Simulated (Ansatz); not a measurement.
ZnPt$_{3}$ (Cu3Au type, Pm-3m), DFT-PBE in the program Ansatz with PAW potentials, all energies at zero smearing, with the estimated change up to a 700 eV cutoff added, with one set of potentials and settings (totals compare only within such a set). Cell of 4 atoms (1 Zn, 3 Pt): -40889.363 eV.

```
element             reference phase  E (eV/atom)
-------  --------------------------  -----------
Zn        C2/m, 3 atoms in the cell   -3319.0295
Pt       Fm-3m, 1 atoms in the cell  -12523.0127
```

Formation energy per atom, worked out: (-40889.363 − 1×(-3319.0295) − 3×(-12523.0127))/4 = -0.324 eV/atom (-31 kJ per mol of atoms), at 0 K, without zero-point energy or fitted corrections.

The workflow started from a Materials Project entry (that database holds measured and hypothetical structures alike); the Crystallography Open Database files this formula in space group No. 221, but the cells were not matched. Its standing as an ambient phase is unchecked. Symmetry was held in the PBE relaxation; whether a distortion lowers the energy is not shown. No spin polarisation was allowed. The references are the lowest solids computed at this level, not always the standard phases. Scalar-relativistic: spin–orbit coupling is off unless named, which matters more the heavier the elements.

Potentials: the later of the program's two PAW sets.
